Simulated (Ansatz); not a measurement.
Li (bcc, W type)

```xyz
1
Lattice="-1.7176 1.7176 1.7176 1.7176 -1.7176 1.7176 1.7176 1.7176 -1.7176" Properties=species:S:1:pos:R:3 pbc="T T T"
Li     0.0000     0.0000     0.0000
```

This relaxed cell (volume V₀) is scaled evenly in all directions, its shape held. Symmetry pins the atoms to their sites.

Method: PBE (plane waves to 420 eV, PAW, scalar-relativistic; Ansatz, an electronic-structure program). k mesh 19×19×19 (Γ-centred), Fermi-Dirac smearing 0.05 eV. Energies are smeared free energies. Compression counts positive. Li was relaxed with its symmetry unable to fall. ΔE is measured from the relaxed starting cell. The last digit holds for this mesh only.

| V (Å³/atom) | ΔE (meV/atom) |
|---|---|
| 17.025 | 28.9 |
| 17.674 | 17.5 |
| 18.323 | 9.4 |
| 18.971 | 4.0 |
| 19.620 | 0.9 |
| 20.268 | 0.0 |
| 20.917 | 0.9 |
| 21.565 | 3.3 |
| 22.214 | 7.1 |
| 22.863 | 12.1 |
| 23.511 | withheld |

Q: Fit a third-order Birch-Murnaghan form (E₀, V₀, B₀, B₀′ free) to the given rows and predict ΔE at V = 23.511.

A: Least squares on the 10 given rows: ΔE = E₀ + (9V₀B₀/16)·y²·[2 + (B₀′ − 4)y], y = (V₀/V)^(2/3) − 1, with V₀ = 20.267 Å³/atom, B₀ = 13.91 GPa (160.2 GPa = 1 eV/Å³; the term in eV is multiplied by 1000), B₀′ = 3.36, E₀ = 0.01 meV/atom; root-mean-square residual 0.03 meV/atom. At 23.511 the fit gives 18.1 meV/atom; the calculation gives 18.1 meV/atom, the same to the digits shown. For the pressure the fit gives -1.6 GPa against the computed -1.6 GPa.

(Under strain, the slope of the energy per volume gives the stress and its curvature an elastic modulus.)
